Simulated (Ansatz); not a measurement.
The start is a relaxed Rh cell, doubled along one cell vector, shaken by Gaussian noise of σ = 0.08 Å a coordinate. The cell and all atomic positions are relaxed at zero pressure with r2SCAN (plane waves to 500 eV, PAW, scalar-relativistic; Ansatz, a quantum-chemistry and plane-wave program). The first steps use a coarse 14×7×4 k-mesh.

The start:
```
Rh
1.0
    2.68864     0.00000     0.00000
   -2.68864     4.65686     0.00000
    0.00000     0.00000     8.77975
Rh
8
Direct
  0.07464   0.01031   0.00340
  0.99181   0.50765   0.98037
  0.00697   0.99206   0.51232
  0.04751   0.51462   0.51053
  0.34357   0.32044   0.25594
  0.30598   0.83660   0.24412
  0.70734   0.19990   0.74942
  0.62274   0.67957   0.73470
```

Task: How large is the pressure on the unrelaxed cell, and of which sign?

Result: +6.5 GPa (positive: the cell is compressed).

Task: Which atoms feel the largest initial force, and how large is it?

Result: 3.47 eV/Å, on Rh8 (atoms numbered as listed).

Task: By how much does the energy per atom fall from start to end?

Result: 0.14 eV/atom.

Task: Is the parent structure recovered?

Result: The parent structure is recovered, P6₃/mmc (No. 194).

Task: How do the shortest distances between atoms change?

Result: The closest pairs of elements (up to four, under 3.6 Å), start → end: Rh–Rh 2.38 → 2.69 Å.

Task: What band gap does the relaxed structure have at this level?

Result: No gap (metallic).

Relaxed structure:

Space group P6₃/mmc (No. 194); a = b = 2.6886 Å, c = 8.7798 Å, α = β = 90.00°, γ = 120.00°

```json
[
 {"atom": "Rh", "site": "2a", "symmetry": "-3m.", "x": "0.0000", "y": "0.0000", "z": "0.0000"},
 {"atom": "Rh", "site": "2c", "symmetry": "-6m2", "x": "0.3333", "y": "0.6667", "z": "0.2500"}
]
```

Final values are on a 20×20×6 k-mesh of the relaxed cell. No spin polarisation in the result.

The relaxed structure here is a generated cell of Rh: the first start was made by placing the elements on the sites of a structure type, and the end was not matched to a known phase here, so it may be hypothetical. Known forms of Rh include space group No. 225.
